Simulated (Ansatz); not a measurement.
# Re: energy along a strain

Re, Fm-3m, a = 3.950 Å (as given, not relaxed at this level: -18.5 GPa). This isn't the element's structure at ambient conditions. Ansatz: PBEsol, PAW, 420 eV, Γ-centred 20×20×20 mesh on 1 atom, Gaussian smearing 0.15 eV; no spin polarisation. Cell vectors (Å): 0.000 1.975 1.975; 1.975 0.000 1.975; 1.975 1.975 0.000. The cell is strained by x per cent times the pattern (0 1 0 0 0 0) in the order xx yy zz yz xz xy (engineering shears), with fractional coordinates held. y is the free energy over the start, V0 = 15.407 Å³/atom.

| x (%) | y (meV/atom) |
| --- | --- |
| -2.00 | -26.03 |
| -1.50 | ? |
| -1.00 | -15.47 |
| -0.50 | -8.33 |
| 0.00 | 0.00 |
| 0.50 | 9.49 |
| 1.00 | 20.11 |
| 1.50 | 31.85 |
| 1.75 | 38.12 |
| 2.00 | 44.65 |

**Question.** Fit y = c1 x + c2 x² + c3 x³ to the other rows, get the stiffness along the pattern, and predict the missing energy.

**Answer.** Least squares on the rows shown. y = 17.831 x + 2.3274 x² − 0.040198 x³. The clamped-ion stiffness p·C·p = 2 × 23.27 eV × 160.2 / 15.407 Å³ = 484 GPa, which is C22 in these axes (C11 of the cubic crystal) (second derivative at the start, which stands under stress). At x = -1.50 the fit asked for gives -21.37 meV/atom. The run gave -21.38 meV/atom, so the fit is 0.01 meV/atom too high, a small miss on the scale of the series.

Spin–orbit coupling is left out, which can shift energies with elements as heavy as these.